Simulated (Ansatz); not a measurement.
The elements of this relaxed trial crystal are hidden behind letters.

```
lattice vectors (Å)
   3.4223    0.0000    0.0000
   0.0000    6.6838    0.0000
  -0.1239    0.0000    4.9517
fractional positions
X 0.4968 0.7446 0.4865
X 0.9642 0.0000 0.9901
X 0.4968 0.2554 0.4865
Z 0.1734 0.5000 0.9373
Q 0.9786 0.0000 0.5036
Q 0.4409 0.2561 0.0133
Q 0.0085 0.5000 0.5696
Q 0.4409 0.7439 0.0133
```

All numbers below come from Ansatz 0.2.0, DFT PBE, scalar-relativistic, plane waves, PAW. Plane waves to 420 eV, an 8×4×6 mesh through Γ for the 8-atom cell and 0.02 eV Gaussian smearing; no spin polarisation.

* Space group: Pm (No. 6)
* Conventional cell: a = 3.422 Å, b = 6.684 Å, c = 4.953 Å, β = 91.4°
* Volume per atom: 14.16 Å³
* Density: 5.13 g/cm³
* Formation energy: −1.399 eV/atom
* Gap on the 8×4×6 mesh of the 8-atom cell: 0.97 eV

Energies are uncorrected and count from the elements' standard states at the same level.

Problem. X is a d-block element of period 5, Z is a p-block element of period 3 and Q is a p-block element of period 2. Which elements are they?

Solution. X = Y, Z = Al, Q = N, so the formula is Y3AlN4. Density times volume gives a mean mass of 5.13 × 14.16/1.6605 = 43.7 u per atom, and this set has 43.7 u. Y on a site of symmetry 1 has 5 N at 2.35–2.46 Å, 1 N at 2.62 Å, 1 Al at 3.00 Å, 6 Y at 3.27–3.42 Å and 1 Al at 3.34 Å; around Al lie 3 N at 1.89–1.90 Å, 2 Y at 3.00 Å, 2 N at 3.02 Å, 1 N at 3.20 Å, 4 Y at 3.34–3.43 Å, 2 Al at 3.42 Å and 1 N at 3.43 Å; N on a site of symmetry m is surrounded by 6 Y at 2.37–2.54 Å; 3 more sites not described. Other sets within the hints have nearly the same mass, so mass alone doesn't settle it; this one was computed.

Kohn–Sham gaps at this level usually fall short of measured ones. This cell was reached by moving the atoms of another relaxed cell at random and relaxing again, last within the group found; it had no such test of its own.
